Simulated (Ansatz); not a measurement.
BP:
```
BP
1.0
    0.00000     2.26832     2.26832
    2.26832     0.00000     2.26832
    2.26832     2.26832     0.00000
P B
1 1
Direct
  0.75000   0.75000   0.75000
  0.00000   0.00000   0.00000
```

Cartesian axes are those of the cell as given.

Give the proper piezoelectric stress tensor with relaxed ions from the program Ansatz at the r²SCAN level (PAW).

In C/m², rows x, y, z, Voigt columns; mesh uncertainty up to 0.01.
```
0.00  0.00  0.00  0.13  0.00  0.00
0.00  0.00  0.00  0.00  0.13  0.00
0.00  0.00  0.00  0.00  0.00  0.13
```

The elastic tensor of the same run (GPa):

```json
[
 {"": "1", "1": "361", "2": "73.5", "3": "73.5", "4": "0.0", "5": "0.0", "6": "0.0"},
 {"": "2", "1": "73.5", "2": "361", "3": "73.5", "4": "0.0", "5": "0.0", "6": "0.0"},
 {"": "3", "1": "73.5", "2": "73.5", "3": "361", "4": "0.0", "5": "0.0", "6": "0.0"},
 {"": "4", "1": "0.0", "2": "0.0", "3": "0.0", "4": "197", "5": "0.0", "6": "0.0"},
 {"": "5", "1": "0.0", "2": "0.0", "3": "0.0", "4": "0.0", "5": "197", "6": "0.0"},
 {"": "6", "1": "0.0", "2": "0.0", "3": "0.0", "4": "0.0", "5": "0.0", "6": "197"}
]
```

Convert to strain constants d = e·S.

In pC/N:
```
0.0  0.0  0.0  0.7  0.0  0.0
0.0  0.0  0.0  0.0  0.7  0.0
0.0  0.0  0.0  0.0  0.0  0.7
```

Space group F-43m (zinc blende). The cell was relaxed with r²SCAN under the symmetry of its start; phonons on a q-mesh show no instability.

Potentials: the later of the program's two PAW sets.
